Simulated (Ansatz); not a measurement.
Te (trigonal-Te type, space group P3_121)

```
Te
1.0
    4.62412     0.00000     0.00000
   -2.31206     4.00460     0.00000
    0.00000     0.00000     5.90339
Te
3
Direct
  0.25335   0.00000   0.33333
  0.00000   0.25335   0.66667
  0.74665   0.74665   0.00000
```

This relaxed cell (volume V₀) is scaled evenly in all directions, its shape held. The atoms relax within the cell's symmetry.

Method: r2SCAN (plane waves to 500 eV, PAW, scalar-relativistic; Ansatz, a first-principles code). k mesh 8×8×6 (Γ-centred), Fermi-Dirac smearing 0.05 eV. Stress and pressure are positive under compression. Spin-orbit coupling is left out, though Te is heavy. Te was relaxed with its symmetry unable to fall.

At one point of the scan the stress tensor (GPa) is:

```
  -0.70     0.00     0.00
   0.00    -0.70     0.00
   0.00     0.00    -1.75
```

Q: Which point is it?
A. V/V₀ = 1.067
B. V/V₀ = 1.033
C. V/V₀ = 1.083
D. V/V₀ = 1.017

A: A, V/V₀ = 1.067

(Under strain, the slope of the energy per volume gives the stress and its curvature an elastic modulus.)
